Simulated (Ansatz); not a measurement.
Comparing deformations in Ba₃PbO

All numbers below come from DFT r2SCAN, scalar-relativistic, plane waves, PAW (Ansatz 0.2.0). Settings: plane waves to 500 eV, k-mesh 10×10×10 (Γ-centred), Gaussian smearing 0.15 eV. Spin–orbit coupling is left out, which matters for the heavy elements here. No spin polarisation. Energies are free energies at this smearing, counted from the undisturbed cell; pressure is positive in compression.

Reference structure (as given, not relaxed at this level; it stands at 0.7 GPa, and it needn't be the usual structure):

```yaml
crystal:
  lattice:
    - [5.45900, 0.00000, 0.00000]
    - [0.00000, 5.45900, 0.00000]
    - [0.00000, 0.00000, 5.45900]
  atoms:
    - { symbol: Ba, position: [0.00000, 0.50000, 0.50000] }
    - { symbol: Ba, position: [0.50000, 0.00000, 0.50000] }
    - { symbol: Ba, position: [0.50000, 0.50000, 0.00000] }
    - { symbol: Pb, position: [0.00000, 0.00000, 0.00000] }
    - { symbol: O, position: [0.50000, 0.50000, 0.50000] }
```

The cell is strained by ε times a Voigt pattern (xx, yy, zz, yz, xz, xy; engineering shear) with fractional coordinates fixed. τ = (1/V0) dE/dε comes from the stress tensor. Of each scan, only the three points used here are listed.

```csv
pattern,ε,τ (GPa)
"(1, 1, 0, 0, 0, 0)",-0.0300,-8.30
"(1, 1, 0, 0, 0, 0)",0.0000,-1.34
"(1, 1, 0, 0, 0, 0)",0.0150,1.47
"(0, 0, 1, 0, 0, 0)",-0.0300,-3.30
"(0, 0, 1, 0, 0, 0)",0.0000,-0.67
"(0, 0, 1, 0, 0, 0)",0.0150,0.42
```

Task: Which constants do the scans give, and which deformation costs least for the same size of strain tensor?

Result: The slope dτ/dε at zero (parabola through three points) is pᵀCp: (1, 1, 0, 0, 0, 0) gives 2(C11 + C12) = 202 GPa; (0, 0, 1, 0, 0, 0) gives C11 = 77 GPa. The size of the strain tensor, ε:ε, is ε² times 2.0, 1.0. Per unit of it the stiffnesses are 101, 77 GPa, so (0, 0, 1, 0, 0, 0) is the softest of these: at ε:ε = (1 %)² the quadratic term costs 0.79 meV/atom against 1.03 for the stiffest.

Task: What else follows for this cubic crystal?

Result: From the unrounded slopes C11 = 77.5 and C12 = 23.6 GPa, so B = (C11 + 2 C12)/3 = 42 GPa and the Poisson ratio for a pull along a cube edge is C12/(C11 + C12) = 0.23.

No gap shows at this level, though a semilocal functional can close a small gap that the real compound has; without a gap these slopes depend on the k mesh and the smearing.